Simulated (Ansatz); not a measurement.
W (bcc, W type), energy against volume

W (bcc, W type), conventional cell a = 3.1835 Å, b = 3.1835 Å, c = 3.1835 Å, α = 90.00°, β = 90.00°, γ = 90.00°. The calculation uses the primitive cell of 1 atom, to which meshes and values per cell refer.

This relaxed cell (volume V₀) is scaled evenly in all directions, its shape held. Symmetry pins the atoms to their sites.

These are PBE (plane waves to 420 eV, PAW, scalar-relativistic; Ansatz, a quantum-chemistry and plane-wave program) values and carry that method's errors. k mesh 20×20×20 (Γ-centred), Fermi-Dirac smearing 0.05 eV. The energy includes the smearing's −TS. Stress and pressure are positive under compression. Spin-orbit coupling is left out, though W is heavy. W is run without spin polarisation. W was relaxed with its symmetry unable to fall. ΔE is measured from the relaxed starting cell.

```tsv
a (Å)	ΔE (meV/atom)	P (GPa)
3.0737	184	39.9
3.1019	99	27.9
3.1295	42	17.4
3.1568	10	8.2
3.1835	0	0.0
3.2098	9	-7.2
3.2357	35	-13.4
3.2612	76	-18.9
3.2863	130	-23.6
```

Summary:

| Property | Result |
|---|---|
| Pressure at the smallest volume | 39.9 GPa |
| Energy cost of the largest compression | 184 meV/atom |
| Energy cost of the largest expansion | 130 meV/atom |
| Bulk modulus B₀ (third-order Birch-Murnaghan fit) | 304 GPa |
| Pressure derivative B₀′ (fit) | 4.2 |
| Equilibrium volume of the fit | 16.13 Å³/atom |
| Pressure for 5 % compression (fit) | 17.4 GPa |

The 9 points together took roughly 20 core-seconds.

(Under strain, the slope of the energy per volume gives the stress and its curvature an elastic modulus.)
